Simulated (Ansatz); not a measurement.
CoPdN₂:
```xyz
4
Lattice="1.3818 0.7978 6.0065 -1.3818 0.7978 6.0065 0.0000 -1.5955 6.0065" Properties=species:S:1:pos:R:3 pbc="T T T"
Co     0.0000     0.0000     9.0097
Pd     0.0000     0.0000     0.0000
N      0.0000     0.0000    16.0567
N      0.0000     0.0000     1.9628
```
The run is spin-polarised; directions of the spins, atom by atom: ↑ 0 0 0.

Relaxed with r²SCAN.

Q: Give the Bader charges and basin volumes of the independent atoms, DFT-r²SCAN in the program Ansatz with PAW potentials.

A: 

```
atom  Bader charge (e)  Bader volume (Å³)
----  ----------------  -----------------
Co1              +1.30                6.9
Pd2              +0.49               14.5
N3               -0.89                9.2
```

Space group R-3m. The start of the workflow was typed in or built on a structure type; neither database checked (COD, Materials Project) lists it. Its standing as an ambient phase is unchecked. Symmetry was held in the r²SCAN relaxation; its stability against distortions is not shown here. Magnetic state: ferromagnetic, the only order run, not a proven ground state. Its formation energy is positive at this level, so the cell may be metastable or incomplete. Other orbital occupations within this spin state were not tried. No Hubbard U is applied.

Potentials: the later of the program's two PAW sets.
